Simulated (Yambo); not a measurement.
Consider the following.

```
PtSe2
1.0
    3.70996     0.00000     0.00000
   -1.85498     3.21292     0.00000
    0.00000     0.00000    15.60000
Se Pt
2 1
Cartesian
  1.85498   1.07097  -1.32117
  0.00000   2.14195   1.32117
  0.00000   0.00000   0.00000
```

Workflow: norm-conserving PBE (stringent potentials; Quantum ESPRESSO, 104 Ry, no spin-orbit coupling), then G0W0 in Yambo (6×6×1 Γ-centred k mesh, bands 23 to 142 and a 6 Ry block in the screening, 142 bands in G with the Bruneval-Gonze terminator, plasmon pole fitted at 27.2 eV, slab-truncated Coulomb interaction, stochastic integration of W near q = 0).

**Question.** Give the PBE and G0W0 gaps between the band edges found on this mesh, and say where the edges lie.

**Answer.** Edges: Γ → (0, 0.167). PBE: 1.64 eV; G0W0: 2.61 eV. The mesh misses an edge: along a dense path the PBE gap is 1.37 eV. Convergence of the G0W0 settings was not tested. Without spin-orbit coupling, band edges of such heavy elements can be off by tenths of an eV.

Geometry relaxed with PBE+D3(BJ).
